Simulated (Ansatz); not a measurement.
Input:

MgB$_{2}$:
```
MgB2
1.0
    3.06016     0.00000     0.00000
   -1.53008     2.65018     0.00000
    0.00000     0.00000     3.50933
Mg B
1 2
Direct
  0.00000   0.00000   0.00000
  0.66667   0.33333   0.50000
  0.33333   0.66667   0.50000
```

This is the PBEsol-relaxed structure. x, y and z are the axes in which the lattice vectors are written.

Question: All from the program Ansatz at the PBEsol level (PAW), unless another level is named. Estimate the Young's modulus.

Answer: 290 GPa.

Question: Predict the highest zone-centre frequency.

Answer: 690 cm^-1.

Question: What about the elastic constants (relaxed ions, GPa)?

Answer: C11 = 435, C12 = 62.8, C13 = 35.0, C33 = 267, C44 = 74.7.

Space group P6/mmm. Symmetry was held in the PBEsol relaxation; of distortions, only those at the zone centre were tested. As this level gives no gap, shear constants depend on the k-mesh and smearing (Fermi–Dirac, 0.1 eV here). As this level gives no gap, phonon frequencies hold no LO–TO term and depend on the k-mesh and smearing (Fermi–Dirac, 0.1 eV here). On the denser mesh and wider smearing of the elastic run this cell carries a stress of 0.8 GPa.

Potentials: the later of the program's two PAW sets.
